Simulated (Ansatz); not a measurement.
With r²SCAN in the plane-wave PAW code Ansatz, GaSb in the hexagonal phase (P6_222; Ga on 3d, Sb on 3c) relaxes to a = 4.367 Å, c = 9.497 Å. Against the elements it lies at -6.3 kJ/mol-atom, with no fitted shifts.

Electronic character: no gap, with almost no states at the Fermi level (zero-gap or semimetallic).

The bulk modulus is 56.1 GPa. Bader charges are Ga +0.34, Sb -0.34 e.

The start of the workflow was typed in or built on a structure type; neither database checked (COD, Materials Project) lists it. It is not the phase usual at ambient conditions (space group No. 216). The cell was relaxed with r²SCAN under the symmetry of its start; whether a distortion lowers the energy is not shown. A small band overlap can be real or an error of a semilocal functional. The references are the lowest solids computed at this level, not always the standard phases. Spin–orbit coupling is left out wherever it is not named.

Potentials: the earlier of the program's two PAW sets.
